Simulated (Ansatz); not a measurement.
Relaxed-ion elastic tensor of Os (diamond, Fd-3m) in GPa (Voigt order), plane-wave PAW r²SCAN (Ansatz code); density 15.05 g/cm³, 20.99 Å³ per atom.

```
     1    2    3     4     5     6
-  ---  ---  ---  ----  ----  ----
1  232  217  217   0.0   0.0   0.0
2  217  232  217   0.0   0.0   0.0
3  217  217  232   0.0   0.0   0.0
4  0.0  0.0  0.0  11.0   0.0   0.0
5  0.0  0.0  0.0   0.0  11.0   0.0
6  0.0  0.0  0.0   0.0   0.0  11.0
```

Q: Is the crystal mechanically stable?

A: Yes: the smallest eigenvalue of C is 11.0 GPa.

Q: Work out the Voigt, Reuss and Hill averages.

A: K_V = 222, K_R = 222, K_H = 222; G_V = 9.5, G_R = 9.1, G_H = 9.3 GPa.

Q: Give Young's modulus, Poisson's ratio, Pugh's ratio and the universal anisotropy index.

A: E = 9KG/(3K + G) = 27.4 GPa; ν = 0.48; K/G = 23.95 (ductile by the Pugh limit of 1.75); A_U = 5G_V/G_R + K_V/K_R − 6 = 0.23.

Q: Estimate the sound speeds and the Debye temperature.

A: v_l = √((K + 4G/3)/ρ) = 3950 m/s, v_t = √(G/ρ) = 785 m/s, mean 897 m/s; Θ = (h/k)(3n/4πV)^(1/3) v_m = 96.8 K.

Q: Give the Zener ratio and Young's modulus along [100], [110] and [111].

A: A = 2C44/(C11 − C12) = 1.54; 1/E = S11 − 2(S11 − S12 − S44/2)Γ with Γ = 0, 1/4, 1/3 gives 21.2, 28.7, 32.6 GPa.

The start of the workflow was typed in or built on a structure type; neither database checked (COD, Materials Project) lists it. It is not the phase usual at ambient conditions (space group No. 194). Symmetry was held in the r²SCAN relaxation; whether a distortion lowers the energy is not shown. The run is not spin-polarised. As this level gives no gap, shear constants depend on the k-mesh and smearing (Fermi–Dirac, 0.1 eV here). Spin–orbit coupling is left out wherever it is not named.

Potentials: the later of the program's two PAW sets.
